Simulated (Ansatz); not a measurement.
**KSrSbWO6 (F-43m), zone-centre modes**

The calculation used DFT PBEsol, scalar-relativistic, plane waves, PAW (Ansatz 0.2.0). The runs took a 420 eV cutoff, a Γ-centred 6×6×6 mesh and Gaussian smearing (0.05 eV). Spin–orbit coupling is left out, which can shift energies with elements as heavy as these. No spin polarisation.

Reference structure (relaxed at this level; it needn't be the usual structure):

```
K Sr Sb W O
1.0
     0.00000    4.15905    4.15905
     4.15905    0.00000    4.15905
     4.15905    4.15905    0.00000
K Sr Sb W O
1 1 1 1 6
Direct
  0.75000 0.75000 0.75000
  0.25000 0.25000 0.25000
  0.00000 0.00000 0.00000
  0.50000 0.50000 0.50000
  0.73052 0.26948 0.26948
  0.26948 0.73052 0.73052
  0.73052 0.73052 0.26948
  0.26948 0.26948 0.73052
  0.26948 0.73052 0.26948
  0.73052 0.26948 0.73052
```

Harmonic modes by finite displacements of 0.02 Å, without the LO–TO term.

Task: At this geometry, is the structure stable against these modes?

Result: No: 6 modes are unstable, the strongest at 175i cm⁻¹.

Task: List the wavenumbers in cm⁻¹.

Result: 175i, 175i, 175i, 143i, 143i, 143i, 0, 0, 0, 66, 66, 66, 106, 106, 106, 132, 132, 132, 240, 240, 240, 356, 356, 356, 382, 382, 382, 555, 555, 832.

Cost: 1 run of about 4.9 core-minutes, on Arm Neoverse V2 (shared hosts).